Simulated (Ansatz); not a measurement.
**Guessed and relaxed cells of SbSe2**

A trial structure of SbSe2 was built thus: random cell by space group and Wyckoff sites (F-43m, No. 216). Lengths were set from tabulated atomic sizes, so they are only a guess.

start.cif

```cif
data_structure
_symmetry_space_group_name_H-M 'F-43m'
_symmetry_Int_Tables_number 216
_cell_length_a 7.2851
_cell_length_b 7.2851
_cell_length_c 7.2851
_cell_angle_alpha 90.000
_cell_angle_beta 90.000
_cell_angle_gamma 90.000
_cell_volume 386.63
loop_
_atom_site_label
_atom_site_type_symbol
_atom_site_symmetry_multiplicity
_atom_site_Wyckoff_symbol
_atom_site_fract_x
_atom_site_fract_y
_atom_site_fract_z
_atom_site_occupancy
Sb1 Sb 4 b 0.50000 0.00000 0.00000 1
Se1 Se 4 a 0.00000 0.00000 0.00000 1
Se2 Se 4 c 0.25000 0.25000 0.25000 1
```

Method: DFT PBE, scalar-relativistic, plane waves, PAW in Ansatz 0.2.0. Cutoff 420 eV, Gaussian smearing, Γ-centred meshes. Cell and atoms relax first on a coarse mesh and then on a finer one. In between, the cell is made exact in the group found at 0.06 Å. In metals the finer mesh still leaves noise of several meV/atom or more. The steps can't lower the symmetry of their start. No spin polarisation.

end.cif

```cif
data_structure
_symmetry_space_group_name_H-M 'F-43m'
_symmetry_Int_Tables_number 216
_cell_length_a 6.8717
_cell_length_b 6.8717
_cell_length_c 6.8717
_cell_angle_alpha 90.000
_cell_angle_beta 90.000
_cell_angle_gamma 90.000
_cell_volume 324.49
loop_
_atom_site_label
_atom_site_type_symbol
_atom_site_symmetry_multiplicity
_atom_site_Wyckoff_symbol
_atom_site_fract_x
_atom_site_fract_y
_atom_site_fract_z
_atom_site_occupancy
Sb1 Sb 4 b 0.50000 0.00000 0.00000 1
Se1 Se 4 a 0.00000 0.00000 0.00000 1
Se2 Se 4 c 0.25000 0.25000 0.25000 1
```

The symmetry stays F-43m (No. 216). The volume per atom shrinks by 16.1 %, from 32.2 to 27.0 Å³. The shortest distance goes from 3.15 Å (Sb–Se and Se–Se) to 2.98 Å (Sb–Se and Se–Se). The energy falls by about 0.13 eV/atom (the start's value is from the coarse mesh).

```yaml
Volume_per_atom: 27.04 Å³
Density: 5.73 g/cm³
Energy_over_the_elements: +0.41 eV/atom
Gap_on_the_12×12×12_mesh_of_the_3-atom_cell: 0 eV (a metal)
```

Energies over the elements count from the elements' standard structures at the same level, with no fitted energy shifts. The separate elements lie lower, so it is unstable against them.

The last run used Gaussian smearing of 0.10 eV. Spin–orbit coupling, which can matter for Sb, is left out. An odd number of electrons in the primitive cell allows no gap without spin; a larger cell or a magnetic state could open one. The cell is a metal run without spin; a magnetic state may lie lower. The reference form of Se is held partly by dispersion forces, which this level lacks. A structure relaxed within its symmetry needn't be a true minimum. In all, the 3 runs took 100 s on 1 thread of Arm Neoverse V1, with other jobs on the host. Another cell of SbSe2 relaxed alike, in P-3m1, lies 0.56 eV/atom lower, so this cell isn't the stable form at this level.
